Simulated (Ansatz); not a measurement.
FeO (rock salt), relaxed with HSE06 (Ansatz, a quantum-chemistry and plane-wave program, plane waves, PAW): a = b = c = 4.2526 Å, α = β = γ = 90.00°.

| Item | Value |
|---|---|
| B₀ by P(V) fit (GPa) | 212 |
| spin order and moments (μB) | ferromagnetic; net 2.00 per atom; largest site about 3.7 |

**Question.** The same phase is relaxed and computed with PBEsol in the same code. What are the cell and these values now?

**Answer.** a = 4.2457 Å, b = 4.2457 Å, c = 4.2457 Å, α = 90.00°, β = 90.00°, γ = 90.00°.

* **B₀ by P(V) fit (GPa)**: 200
* **spin order and moments (μB)**: ferromagnetic; net 2.00 per atom; largest site about 3.6

Spin orders computed, not proven ground states: FeO, rock salt with HSE06 ferromagnetic; FeO, rock salt with PBEsol ferromagnetic. All cells were relaxed under the symmetry of their starts (and spin orders); stability against distortions was not tested throughout. No Hubbard U is applied.

Potentials: the later of the program's two PAW sets.

Ansatz is a plane-wave DFT program.
